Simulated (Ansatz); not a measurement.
Li (hcp (Mg type), space group No. 194) under volume change, the program Ansatz at the r²SCAN level (PAW), shape and atoms relaxed at each volume.

| V (Å³/atom) | E − E(relaxed) (meV/atom) | P (GPa) |
|---|---|---|
| 19.090 | 7.9 | 1.43 |
| 19.719 | 3.3 | 0.89 |
| 20.349 | 0.8 | 0.42 |
| 20.978 | 0.0 | 0.00 |
| 21.607 | [?] | [?] |
| 22.237 | [?] | [?] |
| 22.866 | 6.1 | -0.97 |

Question: What belongs in the gaps?

Answer: 
- 22.237, E − E(relaxed) (meV/atom): 2.8
- 22.237, P (GPa): -0.69
- 21.607, E − E(relaxed) (meV/atom): 0.7
- 21.607, P (GPa): -0.37

Question: What does a third-order Birch–Murnaghan fit give for V₀, B₀ and B′?

Answer: V₀ = 20.98 Å³/atom, B₀ = 13.0 GPa, B′ = 3.3.

Space group P6_3/mmc (hcp (Mg type)). A made-up cell: these elements were put on the sites of a structure type; the Crystallography Open Database files this formula in space group No. 194, but the cells were not matched. It is not the phase usual at ambient conditions (space group No. 229). The cell was relaxed with r²SCAN under the symmetry of its start; of distortions, only those at the zone centre were tested.

Potentials: the later of the program's two PAW sets.
